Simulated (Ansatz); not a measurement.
Bulk crystal (WS$_{2}$) after relaxation:

```yaml
crystal:
  lattice:
    - [3.14613, 0.00000, 0.00000]
    - [-1.57307, 2.72463, 0.00000]
    - [0.00000, 0.00000, 12.69173]
  atoms:
    - { symbol: W, position: [0.33333, 0.66667, 0.25000] }
    - { symbol: W, position: [0.66667, 0.33333, 0.75000] }
    - { symbol: S, position: [0.33333, 0.66667, 0.62649] }
    - { symbol: S, position: [0.66667, 0.33333, 0.12649] }
    - { symbol: S, position: [0.33333, 0.66667, 0.87351] }
    - { symbol: S, position: [0.66667, 0.33333, 0.37351] }
```

Miller indices refer to the conventional cell of P6_3/mmc (No. 194), a = 3.146 Å, b = 3.146 Å, c = 12.692 Å, α = 90.00°, β = 90.00°, γ = 120.00°. The bulk's gap is 1.09 eV.

The (100) slab of 8 planes, 9.1 Å thick with 15 Å of vacuum as cut; outer planes WS2 (top) and WS2 (bottom).

The calculation used Ansatz, DFT PBEsol, scalar-relativistic, plane waves, PAW. Settings: cutoff 420 eV, Γ-centred mesh 8×2×1 on the computed 24-atom cell, Gaussian smearing of 0.05 eV; no spin polarisation. A dipole correction removes the field between periodic images along c.

This cut of an insulator is polar or leaves open shells, so the slab is metallic here; real surfaces compensate by reconstruction or adsorbates.

With the atoms at the bulk's places:

- Surface energy (mean of both faces): 2.15 J/m²
- Gap of the slab on the mesh: none (metal or semimetal)
- Work function: 5.22 eV

Task: What changes when all atoms relax within this surface cell and its symmetry?

Result: The energy falls by 0.115 J/m² a face, and the largest move is 0.23 Å.

```
Surface energy (mean of both faces) : 2.03 J/m²
Gap of the slab on the mesh         : none (metal or semimetal)
Work function                       : 5.29 eV
```

| plane (bottom to top) | atoms | spacing to next, bulk (Å) | relaxed (Å) | change (%) | rumpling (Å) |
| --- | --- | --- | --- | --- | --- |
| 1 | WS2 | 0.908 | 0.765 | -15.8 | 0.252 |
| 2 | WS2 | 1.816 | 1.886 | +3.8 | 0.153 |
| 3 | WS2 | 0.908 | 0.903 | -0.6 | 0.121 |
| 4 | WS2 | 1.816 | 1.857 | +2.2 | 0.090 |
| 5 | WS2 | 0.908 | 0.903 | -0.6 | 0.090 |
| 6 | WS2 | 1.816 | 1.886 | +3.8 | 0.121 |
| 7 | WS2 | 0.908 | 0.765 | -15.8 | 0.153 |
| 8 | WS2 |  |  |  | 0.252 |

Spin-orbit coupling is left out, which matters for the bands of heavy elements.